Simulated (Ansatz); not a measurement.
## What a change of settings does: SbAs

First run: DFT, r2SCAN, PAW with Ansatz's default frozen-core files, scalar-relativistic (Ansatz 0.2.0).

Command: `ansatz run input.yaml --threads 1 --pin off --max-ram 2048MiB --backend cpu --events-out ev --progress --plain --runs-dir out` It took 7.4 s on 1 thread of Intel(R) Xeon(R) 6975P-C (Granite Rapids), with other jobs on the host, peak memory 0.62 GiB.

```yaml
crystal:
  lattice:
    - [2.01275, 1.1620617543, 3.6123333333]
    - [-2.01275, 1.1620617543, 3.6123333333]
    - [0.0, -2.3241235086, 3.6123333333]
  atoms:
    - { symbol: Sb, position: [0.5, 0.5, 0.5] }
    - { symbol: As, position: [0.0, 0.0, 0.0] }
kpoints:
  mp_grid: { grid: [9, 9, 9] }
scf:
  occupations: { method: fermi_dirac, width: 0.05 }
hamiltonian:
  xc: r2scan
  pseudopotentials: { kind: paw }
output:
  forces: true
  stress: true
  eigenvalues: true
  efg: { contact_densities: true }
  populations: true
```

The cell is entry 9001315 of the Crystallography Open Database, unrelaxed.

This run: the undistorted cell.

It converges in 7 SCF iterations at a pressure of -2.65 GPa, cutoff 500 eV.

The input is then changed:

```diff
   occupations: { method: fermi_dirac, width: 0.05 }
+  max_iter: 80
 hamiltonian:
   populations: true
+magnetization:
+  spin_polarized: true
+  initial_magnetization: 1
```

Does this change harm the result?

Not here: the run converges in 18 SCF iterations at a pressure of -2.65 GPa, cell moment 0.00 μB, cutoff 500 eV, and its energy lies within 1 meV/atom of the first run's.
